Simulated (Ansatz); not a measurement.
BN (h-MgO type) (it has left that coordination) at its r2SCAN geometry, in the PAW code Ansatz. The base run uses r2SCAN on a modest mesh; each further run changes one setting, sensibly or not. Doubtful ones may also carry a cap on iterations. All numbers are computed, and spin polarisation is off unless an edit sets a moment.

Base input:
```yaml
crystal:
  lattice:
    - [2.5008381595, 0.0, 0.0]
    - [-1.2504190798, 2.1657893769, 0.0]
    - [0.0, 0.0, 6.8931474372]
  atoms:
    - { symbol: B, position: [0.3333333333, 0.6666666667, 0.25] }
    - { symbol: B, position: [0.6666666667, 0.3333333333, 0.75] }
    - { symbol: "N", position: [0.6666666667, 0.3333333333, 0.25] }
    - { symbol: "N", position: [0.3333333333, 0.6666666667, 0.75] }
kpoints:
  mp_grid: { grid: [9, 9, 4] }
hamiltonian:
  xc: r2scan
scf:
  occupations: { method: fixed }
  n_extra_bands: 5
output:
  forces: true
  stress: true
  eigenvalues: true
```

Base results:
```
Basis set: ecut = 500 eV, 979 PW (Γ)
Symmetry: 24 space group operations
Space group: P63/mmc (ITA 194)
k-points: 36 of 324
SCF converged after 7 iterations
Free energy (F): -1088.249248 eV
Fermi energy:    4.110984 eV
--- Stress (GPa, compression-positive) ---
        0.022440       0.000000       0.000000
        0.000000       0.022440       0.000000
        0.000000       0.000000      -0.019456
  P = ⅓ Tr σ = 0.0085 GPa (0.085 kbar)
```
The gap over this mesh is 5.021 eV.

Command: `ansatz run input.yaml --threads 4 --pin off --max-ram 3686MiB --backend cpu --events-out ev --progress --plain --runs-dir out`. Wall time 1.5 s on 4 threads of Arm Neoverse N1 (shared host), load about 0.4 per core; peak host memory 0.38 GiB.

Question: Predict the outcome of this edit.
```yaml
scf:
  occupations: { method: methfessel_paxton, width: 0.001 }
```

Answer: Energy, stress and gap stay within 1 meV an atom, 0.1 GPa and 0.005 eV of the base. The width is small against the gap, so it doesn't matter.

Question: These lines are set or replaced. What follows?
```yaml
kpoints:
  mp_grid: { grid: [4, 4, 4] }
```

Answer: The free energy moves by +9.9 meV an atom, the mean stress by -0.09 GPa and the gap on the mesh by +0.391 eV (to 5.411). The gap changes mostly because other points are sampled; a mesh that misses a band edge overestimates it. The mesh is too coarse.
```
k-points: 12 of 64
SCF converged after 7 iterations
Free energy (F): -1088.209751 eV
Fermi energy:    3.592511 eV
--- Stress (GPa, compression-positive) ---
       -0.150372       0.000000       0.000000
        0.000000      -0.150372       0.000000
        0.000000       0.000000       0.049907
  P = ⅓ Tr σ = -0.0836 GPa (-0.836 kbar)
--- Band table (eV; the first three rows and the last of 12) ---
  k-point 0: bands = […, -2.1382, -0.3235, 2.7701, 2.7701, 2.7964, 2.7964, 9.4884, 14.6779, 16.5377, 16.5377, …]
  k-point 1: bands = […, -1.9142, -0.6454, 2.7739, 2.7739, 2.7925, 2.7925, 10.1453, 13.6445, 16.5516, 16.5516, …]
  k-point 2: bands = […, -1.3262, -1.3262, 2.7832, 2.7832, 2.7832, 2.7832, 11.7684, 11.7684, 16.5857, 16.5857, …]
  k-point 11: bands = […, -3.7843, -3.7843, -1.9674, -1.9674, 2.9770, 2.9770, 10.4748, 10.4748, 16.6590, 16.6590, …]
```

Question: These lines are set or replaced. What follows?
```yaml
scf:
  max_iter: 85
basis:
  ecutrho_ratio: 8
```

Answer: Energy, stress and gap stay within 1 meV an atom, 0.1 GPa and 0.005 eV of the base. The result hardly depends on this setting here.

Question: Predict the outcome of this edit.
```yaml
scf:
  occupations: { method: cold, width: 0.001 }
```

Answer: Energy, stress and gap stay within 1 meV an atom, 0.1 GPa and 0.005 eV of the base. The width is small against the gap, so it doesn't matter.

Question: The input is altered as follows. How does the run end?
```yaml
scf:
  occupations: { method: gaussian, width: 0.2 }
```

Answer: Energy, stress and gap stay within 1 meV an atom, 0.1 GPa and 0.005 eV of the base. The width is small against the gap, so it doesn't matter.

One of the further runs printed
```
SCF converged after 6 iterations
Free energy (F): -1067.557892 eV
Fermi energy:    4.297774 eV
--- Stress (GPa, compression-positive) ---
        1.495861       0.000000       0.000000
        0.000000       1.495861       0.000000
        0.000000       0.000000       0.245583
  P = ⅓ Tr σ = 1.0791 GPa (10.791 kbar)
--- Band table (eV; the first three rows and the last of 36) ---
  k-point 0: bands = […, -1.8530, -0.0449, 2.9950, 2.9950, 3.0202, 3.0202, 9.1482, 14.0364, 15.8672, 15.8672, …]
  k-point 1: bands = […, -1.6305, -0.3671, 2.9980, 2.9980, 3.0158, 3.0158, 9.7853, 13.1083, 15.8802, 15.8802, …]
  k-point 2: bands = […, -1.0462, -1.0462, 3.0069, 3.0069, 3.0069, 3.0069, 11.3440, 11.3440, 15.9127, 15.9127, …]
  k-point 35: bands = […, -3.6695, -3.6695, -2.8344, -2.8344, 4.2978, 4.2978, 8.9045, 8.9045, 16.0968, 16.0968, …]
```

Question: Which setting had been changed?
A. hamiltonian.xc: pbesol
B. basis.ecutwfc: 200
C. kpoints.mp_grid.shift: [0, 0, 0.5]
D. scf.occupations: cold 0.05

Answer: A. The cutoff follows the functional, from 500 to 420 eV. The mean stress moves by +1.07 GPa and the gap on the mesh by -0.661 eV (to 4.360). It's another functional on the same cell, so totals aren't comparable.
